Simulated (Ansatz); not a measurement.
This cell of CuAu (CuAu type, space group P4/mmm) is off equilibrium:

```
CELL_PARAMETERS angstrom
      2.86058     0.00000     0.00000
      0.00000     2.86058     0.00000
      0.00000     0.00000     3.55181
ATOMIC_POSITIONS crystal
  Cu 0.50000 0.50000 0.50000
  Au 0.05520 0.05520 0.00000
```

Calculation: r2SCAN (plane waves to 500 eV, PAW, scalar-relativistic; Ansatz, an electronic-structure program). k mesh 13×13×11 (Γ-centred), Fermi-Dirac smearing 0.05 eV. E stands for the smeared free energy. Compression counts positive. With partly filled bands, energies and forces of such displacements shift with the k mesh and the smearing. On this mesh the relaxed cell isn't quite at rest: it carries a pressure of -0.1 GPa (compression positive) at the zero of the scan. CuAu is run without spin polarisation. CuAu was relaxed with its symmetry unable to fall. Spin-orbit coupling is left out, though Au is heavy.

**Question.** What forces act on the atoms (eV/Å, Cartesian)?

**Answer.** 
```csv
atom,Fx,Fy,Fz
Cu1,0.653,0.653,0.000
Au2,-0.653,-0.653,0.000
```

**Question.** Give the stress tensor in GPa and the pressure.

**Answer.** 
```
    1.3      1.7      0.0
    1.7      1.3      0.0
    0.0      0.0      4.5
```
The pressure, a third of the trace, is 2.4 GPa.

**Question.** In it atom 2 sits (0.158, 0.158, 0.000) Å away from its relaxed site. What is its energy relative to the relaxed cell?

**Answer.** 99 meV/cell.

(A displaced cell: forces are minus the slopes of the energy, force constants its curvatures, and phonons follow from these.)
